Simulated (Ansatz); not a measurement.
Data:

GaSb:
Space group F-43m (No. 216); a = b = c = 6.1326 Å, α = β = γ = 90.00°

| atom | site | symmetry | x | y | z |
|---|---|---|---|---|---|
| Ga | 4a | -43m | 0.0000 | 0.0000 | 0.0000 |
| Sb | 4d | -43m | 0.7500 | 0.7500 | 0.7500 |
(The calculation used a cell of 2 atoms; values per cell refer to that cell.)

This is the r²SCAN-relaxed structure.

### Question
All from plane-wave PAW r²SCAN (Ansatz code), unless another level is named. Give the band gap.

### Answer
0.42 eV (direct).

### Question
And the formation energy from the elements (no fitted shifts)?

### Answer
-0.23 eV/atom.

### Question
And the valence-band maximum?

### Answer
at Γ.

Symmetry was held in the r²SCAN relaxation. The references are the lowest solids computed at this level, not always the standard phases. Spin–orbit coupling is left out wherever it is not named.

Potentials: the earlier of the program's two PAW sets.
